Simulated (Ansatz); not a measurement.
Cu₃N in space group Fm-3m (No. 225; N on 4a, Cu on 4b, Cu on 8c) at seven volumes, PBEsol in the plane-wave PAW code Ansatz, scaled uniformly. One row is withheld.

```csv
V (Å³/atom),P (GPa)
9.352,20.22
9.661,12.27
9.969,5.60
10.277,-0.02
10.586,-4.75
10.894,-8.73
11.202,?
```

Task: Fit the shown pressures and predict the withheld one.

Result: Third-order Birch–Murnaghan: P = (3/2)B₀(x^(7/2) − x^(5/2))[1 + (3/4)(B′ − 4)(x − 1)] with x = (V₀/V)^(2/3). Least squares on the six rows gives V₀ = 10.276 Å³/atom, B₀ = 171.6 GPa, B′ = 4.72. At V = 11.202, x = 0.9441 and P = -12.08 GPa. The run itself gave -12.07 GPa.

A made-up cell: these elements were put on the sites of a structure type; neither database checked (COD, Materials Project) lists it. COD files the formula under space group No. 221. Whether it is the stable phase at ambient conditions was not checked. The cell was relaxed with PBEsol under the symmetry of its start. At this level the phase is dynamically unstable (imaginary phonons). The run is not spin-polarised.

Potentials: the earlier of the program's two PAW sets. The files were generated under PBE; for other functionals the program regenerates the frozen cores, and for LDA and PBEsol the local potential too.
